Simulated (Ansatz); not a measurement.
Zn3InGaO6 in space group R3m (No. 160; Pearson symbol hR11), the program Ansatz at the PBEsol level (PAW), all energies at zero smearing, with the estimated change up to a 700 eV cutoff added, with one set of potentials and settings (totals compare only within such a set). Cell of 11 atoms (3 Zn, 1 In, 1 Ga, 6 O): -22478.893 eV.

| element | reference phase | E (eV/atom) |
|---|---|---|
| Zn | P6_3/mmc, 2 atoms in the cell | -3280.9077 |
| In | I4/mmm, 1 atoms in the cell | -5525.4106 |
| Ga | Cmce, 4 atoms in the cell | -3743.2031 |
| O | C2/m, 4 atoms in the cell, spin-polarised | -558.3554 |

Formation energy per atom, worked out: (-22478.893 − 3×(-3280.9077) − 1×(-5525.4106) − 1×(-3743.2031) − 6×(-558.3554))/11 = -1.584 eV/atom (-153 kJ per mol of atoms), at 0 K, without zero-point energy or fitted corrections.

The first step of the workflow began from a Materials Project structure, measured or hypothetical; the Crystallography Open Database copy checked does not list it. Whether it is the stable phase at ambient conditions was not checked. The cell was relaxed with PBEsol under the symmetry of its start; whether a distortion lowers the energy is not shown. The references are the lowest solids computed at this level, not always the standard phases (solids in place of the gases).

Potentials: the later of the program's two PAW sets.
